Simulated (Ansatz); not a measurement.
H$_{4}$IN:
```yaml
crystal:
  lattice:
    - [-2.62225, 3.60829, 2.49585]
    - [2.62225, -3.60829, 2.49585]
    - [2.62225, 3.60829, -2.49585]
  atoms:
    - { symbol: H, position: [0.87045, 0.03025, 0.15980] }
    - { symbol: H, position: [0.87045, 0.71065, 0.84020] }
    - { symbol: H, position: [0.22374, 0.10670, 0.11704] }
    - { symbol: H, position: [0.98966, 0.10670, 0.88296] }
    - { symbol: I, position: [0.50525, 0.00525, 0.50000] }
    - { symbol: N, position: [0.99145, 0.99145, 0.00000] }
```

Relaxed with r²SCAN+D4. Special points in fractions of this cell's reciprocal vectors: Γ (0.000, 0.000, 0.000); X (0.500, -0.500, 0.500); F0 (0.382, -0.382, 0.618); Σ0 (-0.382, 0.382, 0.382); Λ0 (0.370, 0.370, -0.370); G0 (0.630, -0.370, 0.370); R (0.000, 0.500, 0.000); W (0.250, 0.250, 0.250); S (0.500, 0.000, 0.000); T (0.000, 0.000, 0.500).

Question: List the band energies nearest the valence-band maximum at these points for DFT-r²SCAN+D4 with spin–orbit coupling in the program Ansatz with PAW potentials.

Answer: In eV from the valence-band maximum; about four levels below and three above (degenerate sets whole), none deeper than 8.9 eV; points with the same levels are listed once.

```
k                     below                above
--  -----------------------  -------------------
Γ     -0.03 -0.03 0.00 0.00  4.06 4.06 6.64 6.64
X   -0.56 -0.56 -0.28 -0.28  5.39 5.39 5.69 5.69
F0  -0.67 -0.67 -0.41 -0.38       5.91 5.93 6.25
Λ0  -0.69 -0.69 -0.49 -0.49  5.95 5.95 6.77 6.77
R   -0.56 -0.56 -0.28 -0.28  5.21 5.21 5.56 5.56
W   -0.63 -0.62 -0.57 -0.51  6.17 6.21 6.47 6.47
S   -0.82 -0.82 -0.41 -0.41  5.77 5.77 7.61 7.61
T   -0.76 -0.76 -0.33 -0.33  5.82 5.82 7.68 7.68
```

Space group Imm2. The workflow started from a Materials Project entry (that database holds measured and hypothetical structures alike); the Crystallography Open Database copy checked does not list it. Its standing as an ambient phase is unchecked. Symmetry was held in the r²SCAN+D4 relaxation. At this level the phase is dynamically unstable (imaginary phonons).

Potentials: the later of the program's two PAW sets.
